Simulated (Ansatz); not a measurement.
TiBe$_{12}$:
Space group I4/mmm (No. 139); a = 7.3303 Å, b = 7.3303 Å, c = 4.1397 Å, α = 90.00°, β = 90.00°, γ = 90.00°

```
atom  site  symmetry       x       y       z
----  ----  --------  ------  ------  ------
Ti      2a     4/mmm  0.0000  0.0000  0.0000
Be      8f     ..2/m  0.2500  0.2500  0.2500
Be      8i      m2m.  0.0000  0.3514  0.0000
Be      8j      m2m.  0.0000  0.2171  0.5000
```
(The calculation used a cell of 13 atoms; values per cell refer to that cell.)

Relaxed with r²SCAN.

Question: Tabulate the valence density and the electron localisation function along the shortest Be–Be contact (2.07 Å), the program Ansatz at the r²SCAN level (PAW).

Answer: 

```csv
distance from Be (Å),density (e/Å³),ELF
0.21,0.11,0.00
0.31,0.16,0.01
0.41,0.22,0.05
0.52,0.26,0.16
0.62,0.29,0.33
0.72,0.31,0.49
0.83,0.32,0.60
0.93,0.33,0.65
1.03,0.33,0.67
1.14,0.33,0.65
1.24,0.32,0.60
1.35,0.31,0.49
1.45,0.29,0.33
1.55,0.26,0.16
1.66,0.22,0.05
1.76,0.16,0.01
1.86,0.11,0.00
```

The density is the valence pseudo-density with augmentation charge, so density and ELF within about 1 Å of a nucleus are not all-electron values.

The workflow started from a Materials Project entry (that database holds measured and hypothetical structures alike); the Crystallography Open Database copy checked does not list it. Its standing as an ambient phase is unchecked. Symmetry was held in the r²SCAN relaxation; its stability against distortions is not shown here. The run is not spin-polarised. Axis ratios of metals converge slowly with the k-mesh, so a and c are less sure than the volume.

Potentials: the later of the program's two PAW sets.
